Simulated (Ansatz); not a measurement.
Consider the following.

Nb (bcc, W type), conventional cell a = b = c = 3.3096 Å, α = β = γ = 90.00°. The calculation uses the primitive cell of 1 atom, to which meshes and values per cell refer.

The volume is varied about the relaxed value V₀ at fixed cell shape. Symmetry pins the atoms to their sites.

The numbers are results of PBE (plane waves to 420 eV, PAW, scalar-relativistic; Ansatz, an electronic-structure program), not measurements. k mesh 20×20×20 (Γ-centred), Fermi-Dirac smearing 0.05 eV. Energies are smeared free energies. Stress and pressure are positive under compression. Nb is run without spin polarisation. Nb was relaxed with its symmetry unable to fall. The PAW data are Ansatz's earlier set. ΔE is measured from the relaxed starting cell.

The scan covers V/V₀ from 0.900 to 1.100 in 11 points.

### Question
What is the fitted pressure derivative B₀′?

### Answer
3.8.

### Question
What bulk modulus B₀ follows from a third-order Birch-Murnaghan fit?

### Answer
170 GPa.

(Under strain, the slope of the energy per volume gives the stress and its curvature an elastic modulus.)
